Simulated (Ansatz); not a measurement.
**Question.** Each is relaxed and computed with the program Ansatz at the PBEsol level (PAW). Which is the only one with a gap?
A) SnGe3, I4/mmm (Sn on 2a, Ge on 4d, Ge on 2b)
B) SnGe, Pmma (Ge on 2e, Ge on 2f, Sn on 2e, Sn on 2f)
C) Nb2SnC, P6_3/mmc (Nb on 4f, Sn on 2d, C on 2a)
D) ZnSnO3, R-3 (Zn on 6c, Sn on 6c, O on 18f)

**Answer.** D, ZnSnO3, R-3 (Zn on 6c, Sn on 6c, O on 18f). ZnSnO3: gap 1.44 eV (indirect); SnGe: metal; SnGe3: metal; Nb2SnC: metal. Typed or built starts, not in the databases checked: SnGe, Pmma (Ge on 2e, Ge on 2f, Sn on 2e, Sn on 2f). Standing as an ambient phase not checked: ZnSnO3, R-3 (Zn on 6c, Sn on 6c, O on 18f); SnGe3, I4/mmm (Sn on 2a, Ge on 4d, Ge on 2b); Nb2SnC, P6_3/mmc (Nb on 4f, Sn on 2d, C on 2a). All cells were relaxed under the symmetry of their starts (and spin orders); stability against distortions was not tested throughout. Rows with no word on spin ran without spin polarisation. Spin–orbit coupling is left out wherever it is not named.

Potentials: the later of the program's two PAW sets.
